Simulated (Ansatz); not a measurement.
Relaxed-ion elastic tensor of VSi2 in space group P6_222 (No. 180; V on 3d, Si on 6j) in GPa (Voigt order), PBEsol in the plane-wave PAW code Ansatz; density 4.77 g/cm³, 12.44 Å³ per atom.

|  | 1 | 2 | 3 | 4 | 5 | 6 |
|---|---|---|---|---|---|---|
| 1 | 397 | 60.6 | 79.2 | 0.0 | 0.0 | 0.0 |
| 2 | 60.6 | 397 | 79.2 | 0.0 | 0.0 | 0.0 |
| 3 | 79.2 | 79.2 | 463 | 0.0 | 0.0 | 0.0 |
| 4 | 0.0 | 0.0 | 0.0 | 140 | 0.0 | 0.0 |
| 5 | 0.0 | 0.0 | 0.0 | 0.0 | 140 | 0.0 |
| 6 | 0.0 | 0.0 | 0.0 | 0.0 | 0.0 | 168 |

Is the crystal mechanically stable?

Yes: the smallest eigenvalue of C is 140 GPa.

Work out the Voigt, Reuss and Hill averages.

K_V = 188, K_R = 187, K_H = 188; G_V = 159, G_R = 157, G_H = 158 GPa.

Give Young's modulus, Poisson's ratio, Pugh's ratio and the universal anisotropy index.

E = 9KG/(3K + G) = 370 GPa; ν = 0.17; K/G = 1.19 (brittle by the Pugh limit of 1.75); A_U = 5G_V/G_R + K_V/K_R − 6 = 0.07.

Estimate the sound speeds and the Debye temperature.

v_l = √((K + 4G/3)/ρ) = 9140 m/s, v_t = √(G/ρ) = 5760 m/s, mean 6340 m/s; Θ = (h/k)(3n/4πV)^(1/3) v_m = 815 K.

How much does each axis shrink under pressure?

Linear compressibilities β_i = Σ_j S_ij (j = 1 to 3): x 1.9, y 1.9, z 1.5 per TPa.

Symmetry was held in the PBEsol relaxation; of distortions, only those at the zone centre were tested. No spin polarisation was allowed. As this level gives no gap, shear constants depend on the k-mesh and smearing (Fermi–Dirac, 0.1 eV here).

Potentials: the later of the program's two PAW sets.
